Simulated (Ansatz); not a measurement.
Given:

I:
```cif
data_I4
_chemical_formula_sum 'I4'
_space_group_name_H-M_alt 'P 1'
_space_group_IT_number 1
_cell_length_a 4.40090
_cell_length_b 4.40090
_cell_length_c 9.79129
_cell_angle_alpha 90.000
_cell_angle_beta 90.000
_cell_angle_gamma 62.849
loop_
_space_group_symop_operation_xyz
  'x, y, z'
loop_
_atom_site_label
_atom_site_type_symbol
_atom_site_fract_x
_atom_site_fract_y
_atom_site_fract_z
_atom_site_occupancy
I1 I 0.84108 0.15892 0.12042 1
I2 I 0.15892 0.84108 0.87958 1
I3 I 0.34108 0.65892 0.37958 1
I4 I 0.65892 0.34108 0.62042 1
```

This is the r²SCAN+D4-relaxed structure.

**Question.** All from r²SCAN+D4 in the plane-wave PAW code Ansatz, unless another level is named. Estimate the smallest direct gap on the standard path.

**Answer.** 1.34 eV.

**Question.** What about the band gap?

**Answer.** 1.20 eV (indirect).

**Question.** What about the valence-band maximum?

**Answer.** at Γ.

Space group Cmce (molecular I2 type). The cell was relaxed with r²SCAN+D4 under the symmetry of its start. Scalar-relativistic: spin–orbit coupling is off unless named, which matters more the heavier the elements.

Potentials: the later of the program's two PAW sets.
